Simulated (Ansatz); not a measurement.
Input file for Ansatz (a program for electronic structure):

Ansatz 0.2 input:
```yaml
crystal:
  lattice:
    - [8.9631359287, 0.0, 0.0]
    - [-4.4815679644, 7.7623034119, 0.0]
    - [0.0, 0.0, 6.9459596348]
  atoms:
    - { symbol: La, position: [0.3333333333, 0.6666666667, 0.0] }
    - { symbol: La, position: [0.6666666667, 0.3333333333, 0.0] }
    - { symbol: La, position: [0.6666666667, 0.3333333333, 0.5] }
    - { symbol: La, position: [0.3333333333, 0.6666666667, 0.5] }
    - { symbol: La, position: [0.7522363817, 0.0, 0.75] }
    - { symbol: La, position: [0.2477636183, 0.0, 0.25] }
    - { symbol: La, position: [0.7522363817, 0.7522363817, 0.25] }
    - { symbol: La, position: [0.2477636183, 0.2477636183, 0.75] }
    - { symbol: La, position: [0.0, 0.7522363817, 0.75] }
    - { symbol: La, position: [0.0, 0.2477636183, 0.25] }
    - { symbol: Si, position: [0.3926913839, 0.0, 0.75] }
    - { symbol: Si, position: [0.6073086161, 0.0, 0.25] }
    - { symbol: Si, position: [0.3926913839, 0.3926913839, 0.25] }
    - { symbol: Si, position: [0.6073086161, 0.6073086161, 0.75] }
    - { symbol: Si, position: [0.0, 0.3926913839, 0.75] }
    - { symbol: Si, position: [0.0, 0.6073086161, 0.25] }
kpoints:
  mp_grid: { grid: [6, 6, 6] }
hamiltonian:
  xc: r2scan
  pseudopotentials: { kind: paw }
scf:
  occupations: { method: gaussian, width: 0.05 }
checkpoint: { read: metal.run }
output: { write_density: true, elf: true, volumetric_format: npy }
basis: { fft_grid_basis: typed }
```

Output (shortened):

```
Pseudopotentials: kind: paw
Pseudopotential: La, paw, valence charge 11
Pseudopotential: Si, paw, valence charge 4
Functional definition: r2SCAN
Crystal: 16 atoms, lattice volume = 483.262 Å³
Basis set: ecut = 500 eV, 12289 PW (Γ), exchange–correlation on 288×288×216 points (64 copies of the dense FFT grid, shifted against one another)
Bands: 99, of which v1, the nominal top of the filled ones, is band 67 counted from 1 (66 counted from 0)
Symmetry: 24 space group operations
Space group: P63/mcm (ITA 193), of the structure as read, at distance tolerance 7.8e-5 Å
k-points: 28 of 216
PAW frozen core: La, regenerated for the run's functional
PAW frozen core: Si, regenerated for the run's functional
Initial density: read from a saved state, or passed on in memory by an earlier SCF of this step, an earlier step, the calling program or the single point that …
Stability of the state it starts from, as read at its close in the unpolarized treatment …
Initial wavefunctions: pseudopotential atomic-orbital guess
Eigensolver: davidson
Functional: x = r2scan, c = r2scan; τ floored in thin density (d = 2e-4 eV/Å³)
iter 1 solved again at ethr=4.47e-7 eV; its pass at ethr=3.10e-3 eV (dr2=5.99e-4 eV) is discarded
SCF iter   1: F=—  HF=-66491.380151 eV  |F-HF|=—  |Δ(HF+E_count)|=         —  Δρ=8.35e-7  dr2=2.37e-9  dr2_τ=2.55e-10  ethr=4.47e-7  ⟨swp⟩=4.6  Hψ=22628  notcnv=0  defer=1
all-band conjugate gradients solve this SCF's bands
preconditioner: auto → Kerker (q_TF=auto, 2.203 Å⁻¹)
SCF iter   2: F=—  HF=-66491.380154 eV  |F-HF|=—  |Δ(HF+E_count)|=   2.94e-6  Δρ=3.83e-7  dr2=7.33e-10  dr2_τ=1.30e-10  ethr=1.77e-12  ⟨swp⟩=16.1  Hψ=15257  notcnv=0
SCF iter   3: F=-66491.380154 eV  HF=-66491.380154 eV  |F-HF|=4.37e-11  |Δ(HF+E_count)|=  1.31e-10  Δρ=2.66e-7  dr2=2.44e-10  dr2_τ=2.69e-11  ethr=1.00e-12  ⟨swp⟩=1.2  Hψ=5723  notcnv=0
SCF 1 converged in 3 iterations: F = -66491.380154 eV  dr2 = 2.44e-10
SCF converged after 3 iterations
Free energy (F): -66491.380154 eV
Harris-Foulkes:  -66491.380154 eV  (|F-HF|=4.37e-11)
Internal energy: -66491.356080 eV  (E = F + TS)
E sigma→0 (E₀):  -66491.368117 eV
Entropy (-TS):   -0.024074 eV (-1.505 meV/atom)
Fermi energy:    10.120357 eV
--- Per-component energies (eV) ---
  E_band       = -505.991732
  E_kinetic    = 2148.924886
  E_local      = -3607.285721  (includes V_loc(G=0)·N_el)
  E_nonlocal   = 1087.924792
  E_hartree    = 1153.137749
  E_xc         = -1625.220148
  E_vxc        = -1891.892558  (∫ρ·V_xc dr)
  E_paw        = -57491.597160  (= ΣΔE_a)
  E_vpaw       = -641.405500  (= ΣTr[D̂ρ^β])
  E_aug_tail   = 0.000029  (compensation charges beyond the density's cutoff)
  E_vtau       = 91.466898  (kinetic-family band-sum trace: ∫τ·v_τ [+ j·A + Jᵃ·Aᵃ] dr)
  E_ewald      = -8157.467032
  E_core_change = 0.226526  (= ΣΔE_core)
  E_smearing   = -0.024074  (= −TS)
  E_closure    = 0.000000  (closes the sum)
  Σ components = -66491.380154   (vs F -66491.380154, Δ=0.00e0)
  [band-id]    e_kinetic+e_local+e_nonlocal+2·e_hartree+e_vxc+e_vpaw+e_augmentation_tail+e_vtau = -505.991677   (vs E_band -505.991732, Δ=5.49e-5)
--- Band table (eV; the first three rows and the last of 28) ---
  k-point 0: bands = ["-23.9325", "-23.8473", "-23.8416", "-23.8416", "-23.8343", "-23.8200", "-23.8200", "-23.7954", "-23.6762", "-23.6744", "-7.9544", "-7.9288", "-7.6302", "-7.6302", "-7.4458", "-7.4212", "-7.4212", "-7.4159", "-7.3143", "-7.3143", "-7.2633", "-7.2188", "-7.2188", "-7.1985", "-7.1985", "-7.1277", "-7.0788", "-7.0788", "-6.9792", "-6.9187", "-6.9085", "-6.9085", "-6.8463", "-6.8463", "-6.8420", "-6.8420", "-6.8415", "-6.8415", "-6.4680", "-6.4579", "2.2095", "3.1929", "3.1929", "3.3548", "3.3548", "3.3794", "7.3927", "7.4131", "7.6490", "7.6490", "7.7161", "7.7161", "8.0434", "8.2100", "8.2100", "8.5812", "8.5812", "8.9908", "9.1400", "9.1400", "9.1793", "9.1793", "9.2103", "9.7305", "9.8202", "9.9038", "9.9563", "9.9896", "9.9896", "10.2230", "10.2230", "10.2356", "10.7582", "11.1093", "11.2142", "11.2142", "11.4285", "11.4285", "11.6452", "11.6751", "11.6751", "11.7914", "11.7914", "11.8373", "11.8373", "11.9543", "11.9993", "12.0461", "12.0532", "12.0532", "12.0636", "12.0636", "12.1825", "12.2329", "12.2508", "12.2508", "12.2861", "12.2881", "12.2892"]
  k-point 1: bands = ["-23.9256", "-23.8520", "-23.8402", "-23.8402", "-23.8239", "-23.8214", "-23.8214", "-23.7890", "-23.6856", "-23.6854", "-7.8798", "-7.8491", "-7.6310", "-7.6310", "-7.4489", "-7.4489", "-7.4478", "-7.3926", "-7.2907", "-7.2907", "-7.2633", "-7.2633", "-7.2558", "-7.1291", "-7.1230", "-7.1230", "-7.0784", "-7.0784", "-7.0061", "-6.9246", "-6.9125", "-6.9125", "-6.8597", "-6.8597", "-6.8488", "-6.8488", "-6.8446", "-6.8446", "-6.5630", "-6.5611", "2.2938", "3.2177", "3.2177", "3.3032", "3.3621", "3.3621", "7.5217", "7.5561", "7.6689", "7.6689", "7.7749", "7.7749", "8.1317", "8.1606", "8.1606", "8.5788", "8.5788", "8.9608", "8.9779", "8.9779", "9.0355", "9.1414", "9.1414", "9.4418", "9.6681", "9.9564", "9.9905", "9.9905", "10.2131", "10.2131", "10.2731", "10.3472", "10.8451", "11.1574", "11.1969", "11.1969", "11.3556", "11.3556", "11.6130", "11.6130", "11.8199", "11.8908", "11.8908", "11.9316", "11.9446", "11.9533", "11.9533", "12.0455", "12.0455", "12.0528", "12.1177", "12.1177", "12.1696", "12.2243", "12.2243", "12.2290", "12.2375", "12.2552", "12.2597"]
  k-point 2: bands = ["-23.9076", "-23.8653", "-23.8362", "-23.8362", "-23.8254", "-23.8254", "-23.7952", "-23.7701", "-23.7152", "-23.7102", "-7.6896", "-7.6296", "-7.6206", "-7.6206", "-7.5176", "-7.5176", "-7.4605", "-7.3194", "-7.2603", "-7.2603", "-7.2481", "-7.2481", "-7.2243", "-7.1598", "-7.0771", "-7.0729", "-7.0729", "-7.0570", "-7.0570", "-6.9363", "-6.9159", "-6.9159", "-6.8962", "-6.8962", "-6.8580", "-6.8580", "-6.8562", "-6.8562", "-6.8253", "-6.7843", "2.5178", "3.0966", "3.2782", "3.2782", "3.3667", "3.3667", "7.7348", "7.7348", "7.7810", "7.9095", "7.9095", "7.9743", "8.1259", "8.1259", "8.2550", "8.3651", "8.3651", "8.7881", "8.8028", "8.8028", "8.9827", "8.9882", "9.0441", "9.0441", "9.4591", "9.7753", "10.0017", "10.0017", "10.1715", "10.1715", "10.7402", "10.7947", "11.0476", "11.2334", "11.2334", "11.2594", "11.3032", "11.3032", "11.5633", "11.5633", "11.7207", "11.9560", "11.9560", "11.9599", "12.0093", "12.0093", "12.0295", "12.0295", "12.0639", "12.0704", "12.1115", "12.1284", "12.1823", "12.1823", "12.1826", "12.1953", "12.1953", "12.1996", "12.2114"]
  k-point 27: bands = ["-23.8694", "-23.8694", "-23.8425", "-23.8425", "-23.8425", "-23.8425", "-23.7448", "-23.7448", "-23.7448", "-23.7448", "-7.5188", "-7.5188", "-7.4892", "-7.4892", "-7.4892", "-7.4892", "-7.3187", "-7.3187", "-7.3187", "-7.3187", "-7.3000", "-7.3000", "-7.2917", "-7.2917", "-7.1722", "-7.1722", "-7.1722", "-7.1722", "-6.9455", "-6.9455", "-6.9455", "-6.9455", "-6.9101", "-6.9101", "-6.8412", "-6.8412", "-6.8354", "-6.8354", "-6.8354", "-6.8354", "2.9979", "2.9979", "3.2637", "3.2637", "3.2637", "3.2637", "7.4788", "7.4788", "7.4937", "7.4937", "7.4937", "7.4937", "8.6619", "8.6619", "8.6619", "8.6619", "8.7219", "8.7219", "8.7885", "8.7885", "9.1423", "9.1423", "9.1423", "9.1423", "10.1131", "10.1131", "10.2139", "10.2139", "10.2139", "10.2139", "10.7115", "10.7115", "11.1020", "11.1020", "11.1020", "11.1020", "11.1523", "11.1523", "11.4775", "11.4775", "11.7458", "11.7458", "11.7458", "11.7458", "11.8063", "11.8063", "11.9840", "11.9840", "11.9840", "11.9840", "12.1146", "12.1146", "12.1146", "12.1146", "12.1315", "12.1315", "12.1955", "12.1955", "12.1955"]
  band table: 99 of 99 bands, residual norms ≤ 1.0e-3 eV
```

Cost: around 4 core-minutes (rough) on shared cores.

Space group P6_3/mcm. The first step of the workflow began from a Materials Project structure, measured or hypothetical; the Crystallography Open Database copy checked does not list it. COD files the formula under space group No. 140. Whether it is the stable phase at ambient conditions was not checked. The cell was relaxed with r²SCAN under the symmetry of its start; its stability against distortions is not shown here. Spin–orbit coupling is left out wherever it is not named.

Potentials: the later of the program's two PAW sets.

Ansatz is a plane-wave DFT program.
